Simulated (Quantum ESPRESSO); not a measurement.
# NMR parameters of Li$_{2}$O

```
CELL_PARAMETERS angstrom
      0.00000     2.30500     2.30500
      2.30500     0.00000     2.30500
      2.30500     2.30500     0.00000
ATOMIC_POSITIONS crystal
  O  0.00000 0.00000 0.00000
  Li 0.25000 0.25000 0.25000
  Li 0.75000 0.75000 0.75000
```
The cell was made here from an entry of the Crystallography Open Database (unchecked): atoms relaxed with PBE in the measured cell (PBE without dispersion, pw.x of a modified build of Quantum ESPRESSO, symmetry kept).  Stability against distortions was not tested.

Computed: shieldings by PBE GIPAW on JTH datasets (Quantum ESPRESSO), 22.5 Ha, k-mesh 5×5×5 shifted, f-sum rule met within 0.004 %.

```tsv
site	site symmetry	σ_iso (ppm)
O (atom 1)	m-3m	205
Li (atoms 2, 3)	-43m	78
```

Shieldings are absolute and leave out the bulk-susceptibility term; a larger σ means a smaller chemical shift. By our sweeps, such settings leave a few ppm in absolute σ. The structure is static (0 K, no zero-point motion).
